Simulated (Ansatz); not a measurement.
## CaZn5: energy from the work of forces and stress

```
Ca Zn
1.0
     5.30702    0.00000    0.00000
    -2.65351    4.59601    0.00000
     0.00000    0.00000    4.19445
Ca Zn
1 5
Direct
  0.00000 0.00000 0.00000
  0.50000 0.00000 0.50000
  0.50000 0.50000 0.50000
  0.00000 0.50000 0.50000
  0.33333 0.66667 0.00000
  0.66667 0.33333 0.00000
```

Theory: DFT PBEsol, scalar-relativistic, plane waves, PAW in Ansatz 0.2.0.

Settings: cutoff 420 eV, Γ-centred mesh 9×9×8 on the computed 6-atom cell, Gaussian smearing of 0.10 eV; no spin polarisation.

At the start the stress (GPa, compression positive, xx yy zz yz xz xy) is -1.05 -1.05 -2.04 0.00 0.00 0.00 and all forces are under 0.005 eV/Å. Each variant moves atoms by u and then strains the cell by ε, so an atom ends at (r + u)(1 + ε); shears are tensor components, each standing twice in ε. The starting volume is 102.31 Å³.

Variant 1: no strain, moves (Å) Zn4 (-0.057, 0.106, 0.089). There the stress is -0.84 -0.93 -1.83 0.00 0.01 0.10 GPa and the forces (eV/Å) are Ca1 (-0.04, 0.07, 0.07); Zn2 (0.03, 0.13, -0.03); Zn3 (-0.10, 0.04, -0.03); Zn4 (0.09, -0.21, -0.44); Zn5 (0.03, 0.00, 0.22); Zn6 (-0.01, -0.02, 0.21).

Variant 2: strain (xx yy zz yz xz xy, %) -1.82 -1.82 1.18 0.00 0.00 0.00. There the stress is 1.55 1.55 -2.50 0.00 0.00 0.00 GPa.

Variant 3: strain (xx yy zz yz xz xy, %) 3.09 3.09 4.59 0.00 0.00 0.00. There the stress is -5.88 -5.88 -8.55 0.00 0.00 0.00 GPa.

Variant 4: strain (xx yy zz yz xz xy, %) 0.40 0.40 6.40 0.00 0.00 0.00. There the stress is -3.52 -3.52 -8.66 0.00 0.00 0.00 GPa.

Task: Estimate each change of free energy from forces and stresses by the trapezoid rule along the path (r + tu)(1 + tε), t from 0 to 1, and compare with the computed change.

Result: The derivative of the energy along the path is −F·u(1 + tε) for the atoms and −V σ(1 + tε)⁻¹ : ε for the cell, with F, σ and V taken at t (σ positive in compression; 1 eV/Å³ = 160.2 GPa). Averaging t = 0 and t = 1 gives, in meV per atom:
| variant | work on atoms | work on cell | sum | computed |
| --- | --- | --- | --- | --- |
| 1 | 5.5 | 0.0 | 5.5 | 5.6 |
| 2 | 0.0 | 3.7 | 3.7 | 3.4 |
| 3 | 0.0 | 51.5 | 51.5 | 54.4 |
| 4 | 0.0 | 38.8 | 38.8 | 42.3 |

The rule is exact for a quadratic energy surface and overshoots a term ct³ by c/2, so the difference between the last two columns measures the net anharmonic part along the path (terms of opposite sign can cancel, and the finite basis adds a little): 0 to 11 % here.